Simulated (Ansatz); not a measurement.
### Question
Sb (simple cubic, space group No. 221) is relaxed with LDA in the plane-wave PAW code Ansatz. What lattice parameters of the conventional cell result?

### Answer
a = 3.041 Å.

These are the values of the symmetrised cell.

### Question
Is it a metal or does it have a gap at this level?

### Answer
No gap at this level.

Space group Pm-3m (simple cubic). The workflow started from a Materials Project entry (that database holds measured and hypothetical structures alike); the Crystallography Open Database files this formula in space group No. 221, but the cells were not matched. It is not the phase usual at ambient conditions (space group No. 166). The LDA relaxation kept the symmetry of its start; whether a distortion lowers the energy is not shown. Scalar-relativistic: spin–orbit coupling is off unless named, which matters more the heavier the elements.

Potentials: the later of the program's two PAW sets.
